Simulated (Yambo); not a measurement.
Yambo run on FeP₂ (space group Pnnm, No. 58). The wavefunctions come from this Quantum ESPRESSO step (LDA, PseudoDojo standard norm-conserving files, scalar-relativistic):

```
&CONTROL
  calculation = 'nscf'
  pseudo_dir = './pseudo'
  outdir = './out'
/
&SYSTEM
  ibrav = 0
  nat = 6
  ntyp = 2
  ecutwfc = 90.0
  ecutrho = 360.0
  occupations = 'fixed'
  force_symmorphic = .true.
  nbnd = 151
/
&ELECTRONS
  conv_thr = 6.000000000000001e-09
  diago_full_acc = .true.
  diago_thr_init = 1e-08
/
ATOMIC_SPECIES
P 30.9738 P.upf
Fe 55.8450 Fe.upf
CELL_PARAMETERS angstrom
  4.918220000000   0.000000000000   0.000000000000
  0.000000000000   5.627030000000   0.000000000000
  0.000000000000   0.000000000000   2.715370000000
ATOMIC_POSITIONS crystal
P   0.329000000000   0.869400000000   0.500000000000
P   0.671000000000   0.130600000000   0.500000000000
P   0.829000000000   0.630600000000   0.000000000000
P   0.171000000000   0.369400000000   0.000000000000
Fe   0.500000000000   0.500000000000   0.500000000000
Fe   0.000000000000   0.000000000000   0.000000000000
K_POINTS automatic
2 2 4 0 0 0
```

Yambo input:

```
rim_cut
gw0
dyson
el_el_corr
HF_and_locXC
ppa
em1d
RandQpts= 1000000
RandGvec= 1 Ry
EXXRLvcs= 90 Ry
VXCRLvcs= 360 Ry
Chimod= "HARTREE"
% BndsRnXp
 9 | 150 |
%
NGsBlkXp= 8 Ry
% LongDrXp
 1.0 | 1.0 | 1.0 |
%
PPAPntXp= 27.2114 eV
% GbndRnge
 1 | 150 |
%
GTermKind= "BG"
DysSolver= "n"
ExtendOut
% QPkrange
 1 | 1 | 26 | 27 |
 2 | 2 | 26 | 27 |
 3 | 3 | 26 | 27 |
 6 | 6 | 26 | 27 |
 9 | 9 | 26 | 27 |
 10 | 10 | 26 | 27 |
 12 | 12 | 26 | 27 |
%
```

k points by index: 1 = Γ, 2 = (0, 0, 0.25), 3 = (0, 0, -0.5), 6 = (0, -0.5, -0.5), 9 = (-0.5, 0, -0.5), 10 = (-0.5, -0.5, 0), 12 = (-0.5, -0.5, -0.5).

Table of the .qp output:

```
#    K-point    Band    Eo [eV]    E [eV]    E-Eo [eV]    Vxc [eV]    Vnlxc [eV]    Sc|Eo [eV]    Sc|E [eV]    dSc/dw|Eo [eV]    Re(Z)    Im(Z)
#
    1    26    0.000000    0.616933    0.616933    -27.23797    -32.19378    5.833541    5.572741    -11.50645    0.702807    -0.002003
    1    27    2.273812    2.966686    0.692873    -25.69890    -21.92284    -2.822366    -3.083192    -10.24191    0.726536    -0.001990
    2    26    -0.563022    -0.089069    0.473953    -24.04560    -28.47274    5.092157    4.901094    -10.97440    0.712596    -0.002478
    2    27    0.338001    1.003427    0.665426    -24.35591    -21.09272    -2.340569    -2.597770    -10.51667    0.721246    -0.001830
    3    26    -0.586545    -0.100495    0.486050    -23.53146    -27.26401    4.407052    4.218605    -10.55575    0.720486    -0.003596
    3    27    0.645580    1.394093    0.748512    -25.81292    -21.08307    -3.681423    -3.981344    -10.90160    0.713961    -0.001902
    6    26    -0.247467    -0.541798    -0.294330    -13.25610    -15.10467    1.474873    1.554243    -7.336307    0.787645    -0.001228
    6    27    0.688617    1.495671    0.807054    -26.96933    -22.37185    -3.455505    -3.790426    -11.29036    0.706748    -0.002479
    9    26    -0.637049    -0.039473    0.597575    -25.41712    -29.60391    5.028421    4.784373    -11.11656    0.709954    -0.002387
    9    27    1.103132    1.880631    0.777499    -26.78341    -21.40972    -4.274178    -4.596184    -11.26760    0.707169    -0.002056
    10    26    -0.090080    0.523045    0.613125    -26.95625    -31.87525    5.790604    5.532124    -11.47497    0.703379    -0.002013
    10    27    1.966911    2.620517    0.653606    -23.65322    -19.22669    -3.536940    -3.772926    -9.823639    0.734745    -0.001241
    12    26    -0.105309    -0.156647    -0.051338    -16.78356    -19.22504    2.374241    2.390133    -8.409108    0.763922    -0.001481
    12    27    0.847525    1.663385    0.815860    -27.09255    -22.01496    -3.925008    -4.261732    -11.22902    0.707880    -0.001907
```
(The two width columns are left out.) Convergence of these settings isn't established.

Geometry of the Materials Project entry, not relaxed at this level.

The structure is a Materials Project entry; no match was found in the copy of COD used, and its stability was not checked.

The runs are not spin-polarised; magnetic order was not tried.
